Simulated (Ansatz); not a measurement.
HgTe:
```
CELL_PARAMETERS angstrom
      4.67509     0.00000     0.00000
     -2.33755     4.04875     0.00000
      0.00000     0.00000    10.38579
ATOMIC_POSITIONS crystal
  Hg 0.69113 0.69113 0.00000
  Hg 0.30887 0.00000 0.66667
  Hg 0.00000 0.30887 0.33333
  Te 0.51111 0.51111 0.50000
  Te 0.48889 0.00000 0.16667
  Te 0.00000 0.48889 0.83333
```

Relaxed with r²SCAN.

Task: Give the Bader charges and basin volumes of the independent atoms, the program Ansatz at the r²SCAN level (PAW).

Result: 

```json
[
 {"atom": "Hg1", "Bader charge (e)": "+0.17", "Bader volume (Å³)": "28.6"},
 {"atom": "Te4", "Bader charge (e)": "-0.17", "Bader volume (Å³)": "36.9"}
]
```

Space group P3_221. The workflow started from a Materials Project entry (that database holds measured and hypothetical structures alike); the Crystallography Open Database copy checked does not list it. It is not the phase usual at ambient conditions (space group No. 216). The r²SCAN relaxation kept the symmetry of its start; whether a distortion lowers the energy is not shown. Spin–orbit coupling is left out wherever it is not named.

Potentials: the later of the program's two PAW sets.
